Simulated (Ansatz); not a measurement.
An Ansatz (a first-principles code) run. Input:

Ansatz 0.2 input:
```yaml
crystal:
  lattice:
    - [0.0, 2.8016057089, 2.8016057089]
    - [2.8016057089, 0.0, 2.8016057089]
    - [2.8016057089, 2.8016057089, 0.0]
  atoms:
    - { symbol: Ag, position: [0.5, 0.5, 0.5] }
    - { symbol: Cl, position: [0.0, 0.0, 0.0] }
kpoints:
  mp_grid: { grid: [6, 6, 6] }
hamiltonian:
  xc: hse06
  pseudopotentials: { kind: paw }
scf:
  occupations: { method: fixed }
checkpoint: { read: static.run }
output: { bader: true, populations: true }
```

Output (shortened):

```
WARN checkpoint.read: basis.xc_grid differs: saved 2, current 1 (points along each axis for each point of the dense box …
WARN checkpoint.read: where the exact-exchange loop starts from the saved orbitals it accepts no state on its first cycle, because this run solves another …
Pseudopotential: Ag, paw, valence charge 19
Pseudopotential: Cl, paw, valence charge 7
Functional definition: HSE06
davidson cushion auto → on  (no smearing: the cushion is to keep the highest requested band from converging to the state above it …
Crystal: 2 atoms, lattice volume = 43.980 Å³
Basis set: ecut = 420 eV, 869 PW (Γ)
Bands: 17, of which v1, the nominal top of the filled ones, is band 13 counted from 1 (12 counted from 0)
Symmetry: 48 space group operations
Space group: Fm-3m (ITA 225), of the structure as read, at distance tolerance 3.5e-5 Å
k-points: 16 of 216
Exchange kernel: α = 0.2500, screened, ω = 0.2079 Å⁻¹, Wigner–Seitz truncation, v(0) = 1046.5897 eV·Å³, q-mesh 6×6×6, nearest image of the exchange supercell L …
Frozen-core exchange: fock
iter 1 solved again at ethr=3.73e-10 eV; its pass at ethr=1.00e-1 eV (dr2=9.70e-8 eV) is discarded
SCF iter   1: F=—  HF=-8675.064330 eV  |F-HF|=—  |Δ(HF+E_count)|=         —  Δρ=2.75e-5  dr2=4.03e-7  ethr=3.73e-10  ⟨swp⟩=4.0  Hψ=1250  notcnv=0
preconditioner: auto → none
SCF iter   2: F=-8675.064329 eV  HF=-8675.064329 eV  |F-HF|=4.43e-8  |Δ(HF+E_count)|=   1.18e-7  Δρ=1.05e-5  dr2=8.52e-8  ethr=3.73e-10  ⟨swp⟩=3.6  Hψ=895  notcnv=0
SCF 1 converged in 2 iterations: F = -8675.064329 eV  dr2 = 8.52e-8
hybrid outer 1: dexx = +6.363e-9 eV, tail = 7.64e-7 eV
Crystal: 2 atoms, lattice volume = 43.980 Å³
Exchange kernel: α = 0.2500, screened, ω = 0.2079 Å⁻¹, Wigner–Seitz truncation, v(0) = 1046.5897 eV·Å³, q-mesh 6×6×6, nearest image of the exchange supercell L …
Frozen-core exchange: fock
SCF iter   1: F=—  HF=-8675.064336 eV  |F-HF|=—  |Δ(HF+E_count)|=         —  Δρ=3.40e-5  dr2=5.69e-7  ethr=1.47e-8  ⟨swp⟩=2.0  Hψ=608  notcnv=0
preconditioner: auto → none
SCF iter   2: F=-8675.064336 eV  HF=-8675.064336 eV  |F-HF|=6.69e-8  |Δ(HF+E_count)|=   1.77e-7  Δρ=1.32e-5  dr2=6.77e-8  ethr=2.19e-9  ⟨swp⟩=3.0  Hψ=781  notcnv=0
SCF 2 converged in 2 iterations: F = -8675.064336 eV  dr2 = 6.77e-8
hybrid outer 2: dexx = +5.723e-9 eV, tail = 1.51e-7 eV, Δε = 1.10e-3 eV (about 2.28e-3 eV left of the loop's levels)
hybrid SCF converged: 2 outer / 4 inner (+0 warm-up), last move |dexx| = 5.72e-9 eV, tail = 1.51e-7 eV
Stability not checked (fock_operator)
Free energy (F): -8675.064336 eV
Frozen-core exchange: fock
Harris-Foulkes:  -8675.064336 eV  (|F-HF|=6.69e-8)
Internal energy: -8675.064336 eV  (E = F + TS)
E sigma→0 (E₀):  -8675.064336 eV
Fermi energy:    6.556868 eV
--- Per-component energies (eV) ---
  E_band       = -427.014440
  E_kinetic    = 690.260599
  E_local      = -3264.478387  (includes V_loc(G=0)·N_el)
  E_nonlocal   = 114.078855
  E_hartree    = 1433.757223
  E_xc         = -231.733628
  E_vxc        = -280.726087  (∫ρ·V_xc dr)
  E_exx        = -95.610820  (= α·E_x^exact, valence–valence)
  E_paw        = -4532.750096  (= ΣΔE_a)
  E_vpaw       = -362.458839  (= ΣTr[D̂ρ^β])
  E_aug_tail   = 0.000407  (compensation charges beyond the density's cutoff)
  E_ewald      = -2787.898493
  E_core_change = -0.689996  (= ΣΔE_core)
  E_smearing   =  0.000000  (= −TS)
  E_closure    =  0.000000  (closes the sum)
  Σ components = -8675.064336   (vs F -8675.064336, Δ=-1.82e-12)
  [band-id]    e_kinetic+e_local+e_nonlocal+2·e_hartree+e_vxc+2·e_exx+e_vpaw+e_augmentation_tail = -427.030645   (vs E_band -427.014440, Δ=-1.62e-2)
--- Band table (eV; the first three rows and the last of 16) ---
  k-point 0: bands = ["-87.1854", "-49.4300", "-49.4300", "-49.4300", "-9.4883", "3.8153", "3.8153", "3.8153", "3.8169", "3.8169", "4.4677", "4.4677", "4.4677", "8.9814", "18.9184"]
  k-point 1: bands = ["-87.1854", "-49.4306", "-49.4301", "-49.4301", "-9.3853", "3.1185", "3.1185", "3.1479", "3.8962", "3.8962", "4.3416", "5.2836", "5.2836", "10.0795", "17.0017"]
  k-point 2: bands = ["-87.1854", "-49.4320", "-49.4303", "-49.4303", "-9.1674", "1.9497", "2.4812", "2.4812", "4.0630", "4.0630", "4.4724", "6.1819", "6.1819", "11.7526", "15.2418"]
  k-point 15: bands = ["-87.1853", "-49.4319", "-49.4313", "-49.4310", "-9.0123", "2.5251", "2.5279", "2.9214", "4.2300", "4.2331", "4.2624", "4.3485", "5.1879", "11.7892", "15.8447"]
  guard bands above this table: 2 of the run's 17 bands. The solve was not asked for them (output.publish_guard_bands: true or output.eigenvalues …
--- Löwdin populations: 2 sites ---
  site symbol       q [e]
     0     Ag     18.3790
     1     Cl      7.5536
  spilling = 0.002594 (of n_electrons = 26.000000)
--- Bader charges: 2 sites ---
  site symbol  charge [e]  shift [e]
     0     Ag      0.6302     0.0000
     1     Cl     -0.6302     0.0000
  shift: an alarm, by how much a part of what the PAW files miss would move the charge. Where it is large, compare
  with a run on PAW files of another source; a small one proves nothing
  estimated error of the sums over rays = 2.1e-4 e
```

Cost: roughly 27 core-seconds on shared cores.

The cell was relaxed with HSE06 under the symmetry of its start. The run is not spin-polarised. Scalar-relativistic: spin–orbit coupling is off unless named, which matters more the heavier the elements.

Potentials: the later of the program's two PAW sets.

Ansatz is a plane-wave DFT program.
